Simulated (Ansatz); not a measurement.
# Property card for MgCu₂SiS₄

MgCu₂SiS₄:
```cif
data_Cu4Mg2S8Si2
_chemical_formula_sum 'Mg2 Si2 Cu4 S8'
_space_group_name_H-M_alt 'Pmn21'
_space_group_IT_number 31
_space_group_name_Hall 'P 2ac -2'
_cell_length_a 7.51859
_cell_length_b 6.34632
_cell_length_c 6.13192
_cell_angle_alpha 90.000
_cell_angle_beta 90.000
_cell_angle_gamma 90.000
loop_
_atom_site_label
_atom_site_type_symbol
_atom_site_symmetry_multiplicity
_atom_site_Wyckoff_symbol
_atom_site_fract_x
_atom_site_fract_y
_atom_site_fract_z
_atom_site_occupancy
Mg1 Mg 2 a 0.00000 0.34374 0.49686 1
Si1 Si 2 a 0.50000 0.32122 0.49895 1
Cu1 Cu 4 b 0.24795 0.17779 0.00691 1
S1 S 4 b 0.27112 0.15909 0.37409 1
S2 S 2 a 0.00000 0.69933 0.34871 1
S3 S 2 a 0.00000 0.35493 0.89840 1
```

Space group Pmn2_1 (No. 31); conventional cell a = 7.519 Å, b = 6.346 Å, c = 6.132 Å, α = β = γ = 90.00°.

Method: plane-wave PAW PBEsol (Ansatz code). The cell and atoms are relaxed at this level. Other levels are named where they apply.

Cell and energy:

- Volume per atom = 18.29 Å³
- Density = 3.49 g/cm³
- Formation energy from the elements (no fitted shifts) = -0.74 eV/atom

Electronic structure:

* **Band gap**: 1.73 eV (direct)
* **Valence-band maximum**: at Γ
* **Conduction-band minimum**: at Γ
* **Electron effective mass**: 0.22, 0.22, 0.26 mₑ (principal values)
* **Hole effective mass**: 0.31, 2.0, 2.7 mₑ (principal values)

Mechanics:

Bulk modulus (Birch–Murnaghan fit): 82.3 GPa
Pressure derivative B′: 4.6

Charges:

- Bader charges = Mg +1.63, Si +2.47, Cu +0.45, S -1.26 to -1.24 e

The workflow started from a Materials Project entry (that database holds measured and hypothetical structures alike); the Crystallography Open Database files this formula in space group No. 31, but the cells were not matched. Its standing as an ambient phase is unchecked. The cell was relaxed with PBEsol under the symmetry of its start; its stability against distortions is not shown here. The run is not spin-polarised. The references are the lowest solids computed at this level, not always the standard phases.

Potentials: the later of the program's two PAW sets.
